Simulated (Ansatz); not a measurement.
LaIr5 in space group P6/mmm (No. 191; La on 1a, Ir on 3g, Ir on 2c) at seven volumes, the program Ansatz at the r²SCAN level (PAW), shape and atoms relaxed at each. One row is withheld.

```tsv
V (Å³/atom)	P (GPa)
16.196	27.62
16.730	16.79
17.264	?
17.797	0.00
18.331	-6.45
18.865	-11.87
19.399	-16.41
```

Problem. Fit the shown pressures and predict the withheld one.

Solution. Third-order Birch–Murnaghan: P = (3/2)B₀(x^(7/2) − x^(5/2))[1 + (3/4)(B′ − 4)(x − 1)] with x = (V₀/V)^(2/3). Least squares on the six rows gives V₀ = 17.797 Å³/atom, B₀ = 233.9 GPa, B′ = 4.77. At V = 17.264, x = 1.0205 and P = 7.65 GPa. The run itself gave 7.67 GPa.

The workflow started from an entry of the Crystallography Open Database (COD). Its standing as an ambient phase is unchecked. The r²SCAN relaxation kept the symmetry of its start; whether a distortion lowers the energy is not shown. No spin polarisation was allowed. Scalar-relativistic: spin–orbit coupling is off unless named, which matters more the heavier the elements.

Potentials: the later of the program's two PAW sets.
